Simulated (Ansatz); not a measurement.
ZrB$_{2}$ (AlB2 type, space group P6/mmm)

```xyz
3
Lattice="3.1714 0.0000 0.0000 -1.5857 2.7465 0.0000 0.0000 0.0000 3.5413" Properties=species:S:1:pos:R:3 pbc="T T T"
Zr     0.0000     0.0000     0.0000
B      0.0000     1.8310     1.7707
B      1.5857     0.9155     1.7707
```

This relaxed cell (volume V₀) is scaled evenly in all directions, its shape held. Symmetry pins the atoms to their sites.

All values below come from PBE (plane waves to 420 eV, PAW, scalar-relativistic; Ansatz, an electronic-structure program). k mesh 17×17×13 (Γ-centred), Fermi-Dirac smearing 0.05 eV. The energy includes the smearing's −TS. Compression counts positive. With the shape held, the modulus is that of even scaling; a crystal free to change shape is softer. ZrB2 is run without spin polarisation. ZrB2 was relaxed with its symmetry unable to fall. ΔE is measured from the relaxed starting cell. The last digit holds for this mesh only.

| V (Å³/atom) | ΔE (meV/atom) |
|---|---|
| 9.254 | 91.0 |
| 9.425 | 61.3 |
| 9.597 | withheld |
| 9.768 | 20.8 |
| 9.939 | 9.0 |
| 10.111 | 2.2 |
| 10.282 | 0.0 |
| 10.454 | 2.1 |
| 10.625 | 8.1 |
| 10.796 | 17.7 |
| 10.968 | 30.6 |
| 11.139 | 46.7 |
| 11.310 | 65.5 |

### Question
Fit a third-order Birch-Murnaghan form (E₀, V₀, B₀, B₀′ free) to the given rows and predict ΔE at V = 9.597.

### Answer
Least squares on the 12 given rows: ΔE = E₀ + (9V₀B₀/16)·y²·[2 + (B₀′ − 4)y], y = (V₀/V)^(2/3) − 1, with V₀ = 10.282 Å³/atom, B₀ = 238.8 GPa (160.2 GPa = 1 eV/Å³; the term in eV is multiplied by 1000), B₀′ = 3.93, E₀ = 0.00 meV/atom; root-mean-square residual 0.04 meV/atom. At 9.597 the fit gives 38.1 meV/atom; the calculation gives 38.1 meV/atom, the same to the digits shown. For the pressure the fit gives 18.9 GPa against the computed 18.9 GPa.

(Under strain, the slope of the energy per volume gives the stress and its curvature an elastic modulus.)
